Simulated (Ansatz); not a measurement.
Input file for Ansatz (a program for electronic structure):

Ansatz 0.2 input:
```yaml
crystal:
  lattice:
    - [4.2431889744, 0.0, 0.0]
    - [-2.1215944872, 3.6747094449, 0.0]
    - [0.0, 0.0, 9.1491001833]
  atoms:
    - { symbol: C, position: [0.333407619, 0.0, 0.8117242569] }
    - { symbol: C, position: [0.666592381, 0.0, 0.8117242569] }
    - { symbol: C, position: [0.0, 0.333407619, 0.8117242569] }
    - { symbol: C, position: [0.0, 0.666592381, 0.8117242569] }
    - { symbol: C, position: [0.333407619, 0.333407619, 0.8117242569] }
    - { symbol: C, position: [0.666592381, 0.666592381, 0.8117242569] }
    - { symbol: C, position: [0.333407619, 0.0, 0.1882757431] }
    - { symbol: C, position: [0.666592381, 0.0, 0.1882757431] }
    - { symbol: C, position: [0.0, 0.333407619, 0.1882757431] }
    - { symbol: C, position: [0.0, 0.666592381, 0.1882757431] }
    - { symbol: C, position: [0.333407619, 0.333407619, 0.1882757431] }
    - { symbol: C, position: [0.666592381, 0.666592381, 0.1882757431] }
    - { symbol: Si, position: [0.0, 0.0, 0.5] }
kpoints:
  mp_grid: { grid: [11, 11, 5] }
hamiltonian:
  xc: r2scan
  dispersion: d4
  pseudopotentials: { azcp: { folder: ./paw }, kind: paw }
scf:
  occupations: { method: gaussian, width: 0.05 }
checkpoint: { read: metal.run }
output: { write_density: true, elf: true, volumetric_format: npy }
basis: { fft_grid_basis: typed }
```

Output (shortened):

```
Pseudopotential: C, paw, valence charge 4
Pseudopotential: Si, paw, valence charge 4
Functional definition: r2SCAN
Crystal: 13 atoms, lattice volume = 142.657 Å³
Basis set: ecut = 500 eV, 3675 PW (Γ), exchange–correlation on 128×128×288 points (64 copies of the dense FFT grid, shifted against one another)
Bands: 52, of which v1, the nominal top of the filled ones, is band 26 counted from 1 (25 counted from 0)
Symmetry: 24 space group operations
Space group: P6/mmm (ITA 191), of the structure as read, at distance tolerance 5.2e-5 Å
k-points: 48 of 605
Stability of the state it starts from, as read at its close in the unpolarized treatment …
iter 1 solved again at ethr=2.82e-8 eV; its pass at ethr=3.10e-3 eV (dr2=1.47e-5 eV) is discarded
SCF iter   1: F=—  HF=-3655.771739 eV  |F-HF|=—  |Δ(HF+E_count)|=         —  Δρ=1.38e-7  dr2=1.58e-11  dr2_τ=3.17e-12  ethr=2.82e-8  ⟨swp⟩=5.6  Hψ=21602  notcnv=0  defer=3
preconditioner: auto → Kerker (q_TF=auto, 2.306 Å⁻¹)
SCF iter   2: F=-3655.771739 eV  HF=-3655.771739 eV  |F-HF|=4.09e-12  |Δ(HF+E_count)|=   2.29e-7  Δρ=5.70e-8  dr2=3.20e-12  dr2_τ=2.89e-12  ethr=1.00e-12  ⟨swp⟩=12.2  Hψ=11378  notcnv=0
SCF 1 converged in 2 iterations: F = -3655.771739 eV  dr2 = 3.20e-12
SCF converged after 2 iterations
Free energy (F): -3655.771739 eV
Harris-Foulkes:  -3655.771739 eV  (|F-HF|=4.09e-12)
Internal energy: -3655.767955 eV  (E = F + TS)
E sigma→0 (E₀):  -3655.769847 eV
Entropy (-TS):   -0.003784 eV (-0.291 meV/atom)
Fermi energy:    6.219542 eV
--- Per-component energies (eV) ---
  E_band       = -195.557560
  E_kinetic    = 1100.724484
  E_local      = -3161.962507  (includes V_loc(G=0)·N_el)
  E_nonlocal   = 299.901880
  E_hartree    = 1213.246896
  E_xc         = -603.864316
  E_vxc        = -810.044600  (∫ρ·V_xc dr)
  E_paw        = -1736.991002  (= ΣΔE_a)
  E_vpaw       = -95.017772  (= ΣTr[D̂ρ^β])
  E_aug_tail   = 0.000025  (compensation charges beyond the density's cutoff)
  E_vtau       = 44.347126  (kinetic-family band-sum trace: ∫τ·v_τ [+ j·A + Jᵃ·Aᵃ] dr)
  E_ewald      = -765.433917
  E_disp       = -1.015779  (pairwise vdW)
  E_core_change = -0.373720  (= ΣΔE_core)
  E_smearing   = -0.003784  (= −TS)
  E_closure    = 0.000000  (closes the sum)
  Σ components = -3655.771739   (vs F -3655.771739, Δ=0.00e0)
  [band-id]    e_kinetic+e_local+e_nonlocal+2·e_hartree+e_vxc+e_vpaw+e_augmentation_tail+e_vtau = -195.557571   (vs E_band -195.557560, Δ=-1.07e-5)
--- Band table (eV; the first three rows and the last of 48) ---
  k-point 0: bands = ["-15.4260", "-15.3048", "-8.0425", "-8.0425", "-8.0069", "-8.0069", "-7.9669", "-7.9669", "-7.9309", "-7.9309", "-5.7389", "-5.6789", "-5.6787", "-5.6250", "-3.5831", "-2.3737", "-0.8624", "2.3313", "2.3313", "2.3455", "2.3455", …
  k-point 1: bands = ["-15.4252", "-15.3057", "-8.0421", "-8.0421", "-8.0067", "-8.0067", "-7.9673", "-7.9673", "-7.9311", "-7.9311", "-5.7366", "-5.6811", "-5.6786", "-5.6251", "-3.5063", "-2.5585", "-0.7205", "2.3313", "2.3313", "2.3454", "2.3454", …
  k-point 2: bands = ["-15.4238", "-15.3072", "-8.0415", "-8.0415", "-8.0065", "-8.0065", "-7.9679", "-7.9679", "-7.9314", "-7.9314", "-5.7326", "-5.6850", "-5.6784", "-5.6252", "-3.2935", "-2.9115", "-0.5236", "2.3313", "2.3313", "2.3454", "2.3454", …
  k-point 47: bands = ["-12.8975", "-12.8644", "-12.7976", "-12.7616", "-12.1431", "-12.0457", "-5.6373", "-5.5783", "-4.3606", "-4.3585", "-4.3081", "-4.3063", "-1.2944", "-0.8512", "-0.8301", "-0.5855", "-0.5764", "-0.5631", "-0.5550", "-0.2405", "-0.1095", …
```

Cost: about 30 core-seconds (a rough figure) on shared cores.

The start of the workflow was typed in or built on a structure type; neither database checked (COD, Materials Project) lists it. Its standing as an ambient phase is unchecked. The cell was relaxed with r²SCAN+D4 under the symmetry of its start. At this level the phase is mechanically unstable. Its formation energy is positive at this level, so the cell may be metastable or incomplete.

Potentials: the earlier of the program's two PAW sets.

Ansatz is a plane-wave DFT program.
